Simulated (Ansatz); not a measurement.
# Ansatz run, MoSe

Input file of Ansatz 0.2.0:

```yaml
crystal:
  lattice:
    - [2.94235128, 0.0, 0.0]
    - [0.0, 2.94235128, 0.0]
    - [0.0, 0.0, 9.07224952]
  atoms:
    - { symbol: Mo, position: [0.0, 0.5, 0.608] }
    - { symbol: Mo, position: [0.5, 0.0, 0.392] }
    - { symbol: Se, position: [0.0, 0.5, 0.13] }
    - { symbol: Se, position: [0.5, 0.0, 0.87] }
  symmetry: { tolerance: 0.0003 }
kpoints:
  mp_grid: { grid: [4, 4, 1], shift: [0, 0, 0] }
magnetization:
  spin_polarized: false
scf:
  occupations: { method: methfessel_paxton, width: 0.052 }
hamiltonian:
  pseudopotentials: { kind: paw }
  xc: hse06
basis:
  ecutwfc: 420
  fft_grid_basis: typed
output:
  forces: true
  stress: true
  eigenvalues: true
  bader: true
  populations: true
  elf: true
  write_potential: true
  volumetric_format: npy
  dos:
    e_range: [-12, 8]
    de: 0.05
    projected: { site_lists: { Mo: [Mo], Se: [Se] } }
    method: { smearing: { sigma: 0.1, scheme: gaussian } }
```

Parts of the output:

```
Warning: output.stress: scf.convergence.dr2_threshold = 1e-7 eV (the SCF's general default) is looser than the 4e-10 eV advised for a printed stress (1e-10 eV for each atom of the cell: 4).
Warning: output.stress: scf.exx.energy_threshold = 1e-6 eV is looser than the 4e-8 eV advised for a stress under a hybrid functional (1e-8 eV for each atom of the cell: 4). Every SCF of the exchange loop can meet its threshold on dr2 while the loop round them stops early: no threshold on dr2 bounds what that leaves in the stress. Set scf.exx.energy_threshold to 4e-8 eV or tighter.
exact exchange: scf.exx.singularity resolves to wigner_seitz, which cuts the screened interaction at the faces of the exchange supercell's Wigner-Seitz cell, so that each pair interacts once, at the shortest of its separations (the periodic images that this leaves out come, for a point-like exchange hole, to about 0.007 eV on a filled level).
Pseudopotentials: kind: paw
Pseudopotential: Mo, paw, valence charge 14, recommended cutoff 420 eV (normal), Mo.paw.azcp
Pseudopotential: Se, paw, valence charge 16, recommended cutoff 420 eV (normal), Se.paw.azcp
Functional definition: HSE06
  exchange = pbe_x - a*pbe_x_sr(omega) + a*exact_x_sr(omega)
  correlation = pbe_c
Crystal: 4 atoms, lattice volume = 78.542 Å³
Basis set: ecut = 420 eV, 1507 PW (Γ), exchange–correlation on 40×40×128 points (8 copies of the dense FFT grid, shifted against one another)
Bands: 36, of which v1, the nominal top of the filled ones, is band 30 counted from 1 (29 counted from 0)
Symmetry: 16 space group operations
Space group: P4/nmm (ITA 129), of the structure as read, at distance tolerance 1.3e-3 Å
k-points: 6 of 16
Initial density: superposition of atomic densities (neutral atoms: chi_scale 0, normalization atom), corrected by the library's trained network
SCF iter   1: F=—  Δρ=8.00e-3  dr2=2.30e-2
SCF iter   2: F=—  S|Δr|=    0.00e0  Δρ=3.24e-3  dr2=3.19e-3
SCF iter   3: F=—  S|Δr|=    0.00e0  Δρ=8.85e-4  dr2=7.90e-4
SCF iter   4: F=—  S|Δr|=    0.00e0  Δρ=3.27e-4  dr2=5.58e-5
SCF iter   5: F=—  S|Δr|=    0.00e0  Δρ=6.60e-5  dr2=1.60e-6
SCF iter   6: F=—  S|Δr|=    0.00e0  Δρ=1.53e-5  dr2=1.94e-7
SCF iter   7: F=—  S|Δr|=    0.00e0  Δρ=4.09e-6  dr2=1.39e-8
SCF iter   8: F=—  S|Δr|=    0.00e0  Δρ=1.62e-6  dr2=1.19e-9
SCF iter   9: F=-20848.0745 eV  S|Δr|=    0.00e0  Δρ=3.78e-7  dr2=8.46e-11
SCF iter   1: F=—  Δρ=1.08e-2  dr2=2.25e-1
…
SCF iter   6: F=—  S|Δr|=    0.00e0  Δρ=1.15e-6  dr2=1.26e-7
SCF iter   7: F=—  S|Δr|=    0.00e0  Δρ=9.69e-6  dr2=5.87e-8
SCF iter   8: F=—  S|Δr|=    0.00e0  Δρ=1.81e-6  dr2=2.75e-8
SCF iter   9: F=—  S|Δr|=    0.00e0  Δρ=4.07e-7  dr2=1.64e-8
SCF iter  10: F=—  S|Δr|=    0.00e0  Δρ=3.66e-6  dr2=6.49e-9 (applied; sched 1.00e-12)
SCF iter  11: F=—  S|Δr|=    0.00e0  Δρ=3.02e-6  dr2=2.61e-9 (applied; sched 1.00e-12)
SCF iter  12: F=—  S|Δr|=    0.00e0  Δρ=1.71e-6  dr2=1.89e-8 (applied; sched 1.00e-12)  recentre
SCF iter  13: F=—  S|Δr|=    0.00e0  Δρ=1.06e-6  dr2=8.10e-9 (applied; sched 1.00e-12)
SCF iter  14: F=-20853.8524 eV  S|Δr|=    0.00e0  Δρ=2.73e-7  dr2=2.26e-11
hybrid outer 3: dexx = +1.381e-5 eV, tail = 2.77e-8 eV, Δε = 7.48e-3 eV (about 2.29e-4 eV left of the loop's levels), ΔF = 8.48e-3 eV/Å (tail 6.83e-4)
Free energy (F): -20853.8524 eV
Frozen-core exchange: fock
Harris-Foulkes:  -20853.8524 eV  (|F-HF|=7.28e-12)
Internal energy: -20853.8470 eV  (E = F + TS)
E sigma→0 (E₀):  -20853.8510 eV
Entropy (-TS):   -0.0054 eV (-1.341 meV/atom)
Fermi energy:    14.0085 eV
--- Per-component energies (eV) ---
  E_band       = -1053.1957
  E_kinetic    = 1099.7794
  E_local      = -6011.8805  (includes V_loc(G=0)·N_el)
  E_nonlocal   = -905.0690
  E_hartree    = 2704.3305
  E_xc         = -456.4596
  E_vxc        = -514.5001  (∫ρ·V_xc dr)
  E_exx        = -217.5526  (= α·E_x^exact, valence–valence)
  E_paw        = -10122.3933  (= ΣΔE_a)
  E_vpaw       = 304.9198  (= ΣTr[D̂ρ^β])
  E_aug_tail   = -0.0011  (compensation charges beyond the density's cutoff)
  E_ewald      = -6941.5802
  E_core_change = -3.0204  (= ΣΔE_core)
  E_smearing   = -0.0054  (= −TS)
--- Forces (eV/Å), atoms counted from 1 ---
  atom   1  Mo     0.0000     0.0000    -1.3891
  atom   2  Mo     0.0000     0.0000     1.3891
  atom   3  Se     0.0000     0.0000     2.2052
  atom   4  Se     0.0000     0.0000    -2.2052
--- Stress (GPa, compression-positive) ---
      -14.3082       0.0000       0.0000
        0.0000     -14.3082       0.0000
        0.0000       0.0000     -24.9132
  P = ⅓ Tr σ = -17.8432 GPa (-178.432 kbar)
--- Bader charges: 4 sites ---
  site symbol  charge [e]  shift [e]
     0     Mo      0.3387     0.0000
     1     Mo      0.3387     0.0000
     2     Se     -0.3387     0.0000
     3     Se     -0.3387     0.0000
```

Absolute energies hang on the potentials; compare differences alone.

Origin: a known structure type with other elements, at an estimated volume, so it need not be a known compound. Caveats: the exchange threshold is loose for a stress; the SCF threshold is loose for a stress; many states at the Fermi level without spin polarisation, so a magnetic state may lie lower; hybrid functional on a coarse k mesh; atoms or cell far from equilibrium.
